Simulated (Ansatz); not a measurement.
SiGe:
```xyz
2
Lattice="3.1973 0.0000 0.0000 0.0000 3.1973 0.0000 0.0000 0.0000 3.1973" Properties=species:S:1:pos:R:3 pbc="T T T"
Ge     0.0000     0.0000     0.0000
Si     1.5986     1.5986     1.5986
```

Relaxed with PBEsol. Special points in fractions of this cell's reciprocal vectors: Γ (0.000, 0.000, 0.000); X (0.000, 0.500, 0.000); M (0.500, 0.500, 0.000); R (0.500, 0.500, 0.500).

List the band energies nearest the Fermi level at these points for plane-wave PAW PBEsol with spin–orbit coupling (Ansatz code).

In eV from the Fermi level; about four levels below and three above (degenerate sets whole), none deeper than 8.9 eV; … stands for higher levels left out; points with the same levels are listed once.

```tsv
k	below	above
Γ	-0.30 -0.30 -0.30 -0.30	3.54 3.54 3.54 3.54
X	–	2.92 2.92 3.11 3.11
M	-5.87 -5.87 -5.82 -5.82	4.85 4.85 5.40 5.40
R	-2.02 -2.02 -2.02 -2.02	…
```

Space group Pm-3m (CsCl type). The cell is a constructed one: a structure type filled with these elements; neither database checked (COD, Materials Project) lists it. Its standing as an ambient phase is unchecked. The cell was relaxed with PBEsol under the symmetry of its start. At this level the phase is mechanically unstable.

Potentials: the earlier of the program's two PAW sets. The files were generated under PBE; for other functionals the program regenerates the frozen cores, and for LDA and PBEsol the local potential too.
